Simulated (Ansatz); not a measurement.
Ga2O3 (corundum)

```xyz
10
Lattice="2.5290 1.4601 4.5414 -2.5290 1.4601 4.5414 0.0000 -2.9202 4.5414" Properties=species:S:1:pos:R:3 pbc="T T T"
Ga     0.0000     0.0000     4.8480
Ga     0.0000     0.0000     1.9641
Ga     0.0000     0.0000     8.7762
Ga     0.0000     0.0000    11.6601
O     -0.9959     1.4601     7.9474
O     -0.7665    -1.5925     7.9474
O      1.7624     0.1324     7.9474
O      0.9959    -1.4601     5.6767
O      0.7665     1.5925     5.6767
O     -1.7624    -0.1324     5.6767
```

The slice is a (1 -1 0 2) plane (indices of the conventional cell) through the point (0.250, 0.553, 0.947) (fractional), spanned by u = [1 0 -1] and v = [010] in vectors of this cell: u (5.06 Å) and v (5.40 Å, at 90° to u). It covers one period; positions are fractions (u, v).

Method: PBE (plane waves to 420 eV, PAW, scalar-relativistic; Ansatz, a quantum-chemistry and plane-wave program). k mesh 8×8×8. Near the nuclei the fields are pseudised (PAW); where an atom keeps semicore shells as valence, they peak there. Ga2O3 was relaxed with its symmetry unable to fall. The PAW data are Ansatz's earlier set.

Three fields on this plane, each scaled to ten steps between its own extremes (0 low, 9 high; the total valence density on a logarithmic scale, the potential cut 8 eV below its top; x marks points blanked near nuclei; v = 0 in the bottom row):

Map A
```
|xxxxx442000000246788888875xxxx|
|xxxxx665422234567888888875xxxx|
|xxxx67876555667888988877654xxx|
|xxx7888887777888999887655433xx|
|467899999888899999987643211123|
|357899999999999999876410000001|
|146899999999999999864000000000|
|02578999999999999875100xxxxxx0|
|0046889999999999986300xxxxxxx0|
|0035788899999999875200xxxxxxxx|
|0024667788999998875100xxxxxxxx|
|0013xxxxx7899998865100xxxxxxxx|
|001xxxxxxx788988875200xxxxxxxx|
|00xxxxxxxxx78888875300xxxxxxx0|
|00xxxxxxxxx6888887641000xxxx00|
|12xxxxxxxxx6788888764100000000|
|44xxxxxxxxx6788888876420000002|
|66xxxxxxxxx6788888887654222245|
|876xxxxxxx45677888988876655567|
|9886xxxxx334556788999888777788|
|999876432111234678999999888899|
|999875310000001467899999999999|
|999864000000000146899999999999|
|99875100xxxxxx0025789999999999|
|9886300xxxxxxx0004689999999999|
|8775200xxxxxxxx002578999999998|
|7664100xxxxxxxx002578899999887|
|xxx3000xxxxxxxx0015788999987xx|
|xxxx000xxxxxxxx002578889886xxx|
|xxxxx00xxxxxxx000367888887xxxx|
|xxxxx0000xxxx0002567888886xxxx|
|xxxxx210000000014678888876xxxx|
```

Map B
```
|xxxxx962111111122210000148xxxx|
|xxxxx963111112233321000137xxxx|
|xxxx97521011123444320000258xxx|
|xxx9863100011344543210001368xx|
|998753100000123444321000113579|
|565320000000123333211111111234|
|222100000000011222111111111222|
|11100000000000011111111xxxxxx1|
|1111112221000000000111xxxxxxx2|
|2123456654200000000112xxxxxxxx|
|2236789987520000000112xxxxxxxx|
|2369xxxxx9852000000112xxxxxxxx|
|248xxxxxxx973100000112xxxxxxxx|
|36xxxxxxxxx85100000111xxxxxxx2|
|48xxxxxxxxx8510000011122xxxx22|
|59xxxxxxxxx8510000011111222222|
|69xxxxxxxxx7410000122211111113|
|69xxxxxxxxx6300001233322111113|
|589xxxxxxx85200012344432110012|
|3689xxxxx853100012345443110001|
|135799987421100112344432100000|
|012356543211111111233321000000|
|000122222211111111122210000000|
|00001111xxxxxx1111111100000000|
|2111111xxxxxxx2111000000000122|
|6542112xxxxxxxx211000000012456|
|9875322xxxxxxxx211000000135789|
|xxx8532xxxxxxxx2110000002589xx|
|xxxx842xxxxxxxx211000001479xxx|
|xxxxx63xxxxxxx211100000158xxxx|
|xxxxx8422xxxx2211100000258xxxx|
|xxxxx952222221111100000158xxxx|
```

Map C
```
|xxxxx002466654321100000001xxxx|
|xxxxx001344432110000000001xxxx|
|xxxx00011222210000000011111xxx|
|xxx0000011111000000001122111xx|
|000000000110000000000123332100|
|000000000000000000001245665421|
|211000000000000000012457999764|
|53110000000000000012357xxxxxx7|
|7421000000000000001247xxxxxxx9|
|8421000000000000012358xxxxxxxx|
|7421111100000000112469xxxxxxxx|
|6311xxxxx0000001123469xxxxxxxx|
|521xxxxxxx000001123468xxxxxxxx|
|31xxxxxxxxx00001112357xxxxxxx7|
|20xxxxxxxxx0000011224579xxxx85|
|10xxxxxxxxx1000001112357899863|
|00xxxxxxxxx1000000011234666642|
|00xxxxxxxxx1000000000112344421|
|001xxxxxxx11111000000001222211|
|0001xxxxx111221100000000111110|
|000000000123332100000000001100|
|000000012456654210000000000000|
|000011246799875321000000000000|
|00012357xxxxxx7531100000000000|
|0001247xxxxxxx9642100000000000|
|0001258xxxxxxxx853210000000000|
|1111248xxxxxxxx964211000000001|
|xxx1137xxxxxxxx9642110000001xx|
|xxxx125xxxxxxxx864211100000xxx|
|xxxxx13xxxxxxx975321110000xxxx|
|xxxxx0258xxxx9754211100001xxxx|
|xxxxx013689987532111000001xxxx|
```

### Question
Assign the maps to these fields: density of the lowest conduction band (whole band as if filled, smooth part); electron localisation function (ELF); electrostatic potential energy of an electron, from the cell's mean.

### Answer
A is the electrostatic potential energy of an electron, from the cell's mean; B is the electron localisation function (ELF); C is the density of the lowest conduction band (whole band as if filled, smooth part).
